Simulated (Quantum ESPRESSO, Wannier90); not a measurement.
**Wannierisation of Se (P3₁21)**

```
begin unit_cell_cart
ang
    4.5048201908    0.0000000000    0.0000000000
   -2.2524100954    3.9012887247    0.0000000000
    0.0000000000    0.0000000000    4.9788000000
end unit_cell_cart
begin atoms_frac
Se   0.2178900000  0.0000000000  0.3333333333
Se   0.0000000000  0.2178900000 -0.3333333333
Se  -0.2178900000 -0.2178900000  0.0000000000
end atoms_frac
```

Materials Project entry mp-14; symmetrised, unrelaxed at this level. COD (Crystallography Open Database) has the formula in 4 space groups, this one among them (matched by group alone). Method: PBEsol plane waves in Quantum ESPRESSO 7.5 (PseudoDojo norm-conserving files, 69 Ry, spinors with spin-orbit coupling), Bloch states on a 6×6×4 mesh through Γ, Wannier90 4.0.1. Density: 12×12×6 mesh, cold smearing 0.01 Ry. The cell is built of weakly bound layers, chains or molecules, whose nearest atoms lie 3.56 Å apart. Database cells relaxed without dispersion often hold them too far apart, which can enlarge gaps and weakens couplings between them; spacing and stacking were not compared with the measured crystal.

Functional, cutoff and mesh named above are those of the base row (1); the first column says what each row takes instead. Model: 24 functions from bands 31-72, start hydrogen-like Se: s;p, disentangled but not localised (num_iter = 0), frozen window tied to the conduction edge or Fermi level of each row, as listed, which moves Ω_I and hoppings a little by itself. Energies are relative to the valence-band maximum; the misfit is to pw.x on a path, for states up to 2.0 eV relative to the valence-band maximum. The lattice is scaled uniformly, fractional positions fixed. The disentangled Ω_I can sit in another minimum from row to row.

| scale | frozen to (eV) | Ω_I (Å²) | rms misfit (meV) | gap (eV) | on-site Se1 pz↑ minus Se1 s↑ (eV) | hopping modulus Se3 pz↑ – Se2 py↑, R = 0 0 0 (eV) | hopping modulus Se3 py↑ – Se2 s↑, R = 0 0 0 (eV) | hopping modulus Se3 s↑ – Se1 s↑, R = 0 0 0 (eV) |
|---|---|---|---|---|---|---|---|---|
| 0.98 | 2.59 | 29.23 | 2.6 | 1.08 | 10.43 | 2.098 | 1.826 | 1.424 |
| 0.99 | 2.55 | 28.96 | 2.2 | 1.05 | 10.47 | 2.040 | 1.759 | 1.360 |
| 1 | 2.52 | 28.68 | 1.9 | 1.02 | 10.50 | 1.984 | 1.694 | 1.298 |
| 1.01 | 2.49 | 28.42 | 1.7 | 0.99 | 10.53 | 1.928 | 1.631 | 1.238 |
| 1.02 | 2.46 | 28.24 | 1.6 | 0.96 | 10.56 | 1.873 | 1.570 | 1.182 |
